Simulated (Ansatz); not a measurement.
LaAgO2:
Space group R-3m, hexagonal axes (No. 166); a = b = 3.8198 Å, c = 18.4591 Å, α = β = 90.00°, γ = 120.00°

| atom | site | symmetry | x | y | z |
|---|---|---|---|---|---|
| La | 3b | -3m | 0.0000 | 0.0000 | 0.5000 |
| Ag | 3a | -3m | 0.0000 | 0.0000 | 0.0000 |
| O | 6c | 3m | 0.0000 | 0.0000 | 0.1104 |
(The calculation used a cell of 4 atoms; values per cell refer to that cell.)

Relaxed with r²SCAN.

**Question.** Tabulate the valence density and the electron localisation function along the shortest La–O contact (2.44 Å), r²SCAN in the plane-wave PAW code Ansatz.

**Answer.** 

```
distance from La (Å)  density (e/Å³)   ELF
--------------------  --------------  ----
0.24                            1.40  0.04
0.37                            1.50  0.24
0.49                            1.61  0.55
0.61                            1.63  0.74
0.73                            1.49  0.82
0.85                            1.20  0.82
0.97                            0.87  0.73
1.10                            0.59  0.48
1.22                            0.43  0.23
1.34                            0.39  0.18
1.46                            0.47  0.33
1.58                            0.69  0.61
1.71                            1.11  0.79
1.83                            1.92  0.83
1.95                            3.31  0.81
2.07                            5.04  0.72
2.19                            6.54  0.54
```

The density is the valence pseudo-density with augmentation charge, so density and ELF within about 1 Å of a nucleus are not all-electron values.

The first step of the workflow began from a Materials Project structure, measured or hypothetical; the Crystallography Open Database copy checked does not list it. Its standing as an ambient phase is unchecked. The r²SCAN relaxation kept the symmetry of its start; whether a distortion lowers the energy is not shown. No spin polarisation was allowed. Spin–orbit coupling is left out wherever it is not named.

Potentials: the later of the program's two PAW sets.
